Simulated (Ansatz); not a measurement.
Rb$_{3}$AlO$_{3}$: structures and their energies

4 relaxations of Rb3AlO3 ended in 4 distinct structures. These are r2SCAN (plane waves to 500 eV, PAW, scalar-relativistic; Ansatz, a first-principles code) values and carry that method's errors.

| # | space group | Pearson | type | E − E(lowest) (eV/atom) | V (Å³/atom) | gap (eV, no SOC) | runs ending here | spin order |
|---|---|---|---|---|---|---|---|---|
| 1 | C2/m | mS28 | – | 0.000 | 19.45 | 3.42 | 1 | non-magnetic |
| 2 | P6/mmm | hP7 | – | 1.08 | 25.04 | 0.00 | 1 | ferromagnetic |
| 3 | P4mm | tP7 | – | 1.17 | 20.93 | 0.00 | 1 | non-magnetic |
| 4 | P-6m2 | hP7 | – | 2.32 | 29.29 | 0.00 | 1 | ferromagnetic |

C2/m, mS28, non-magnetic is the lowest of the structures calculated here.

Space group C2/m (No. 12); a = 7.2715 Å, b = 11.4171 Å, c = 6.7711 Å, α = γ = 90.00°, β = 104.38°

```csv
atom,site,symmetry,x,y,z
Rb,4i,m,0.1299,0.5000,0.3471
Rb,4h,2,0.5000,0.3027,0.5000
Rb,4g,2,0.0000,0.2679,0.0000
Al,4i,m,0.1566,0.0000,0.1457
O,8j,1,0.2740,0.1265,0.2614
O,4i,m,0.0978,0.0000,0.8662
```
(The calculation used a cell of 14 atoms; values per cell refer to that cell.)

1 run with a doubtful electronic state, a coarser numerical grid, an end not at rest or a source that can't be used is left out. Each run could gain symmetry but not lose that of its start, so entries can be saddle points. From databases, or of a type measured for this composition: C2/m, mS28, non-magnetic; the others are generated cells (placed on structure types, drawn at random, substituted or restacked) that were not matched to a known phase here. Each structure is listed in the lowest spin state found for it. Static energies at zero pressure. Each cell has its own k-point mesh; energy differences are given only to the digits this allows. Spin states reached: non-magnetic, ferromagnetic; non-magnetic ones ran without spin or lost their moments; spin orders were not searched systematically. Gaps of cells over 8 atoms come from the SCF mesh and high-symmetry points alone.
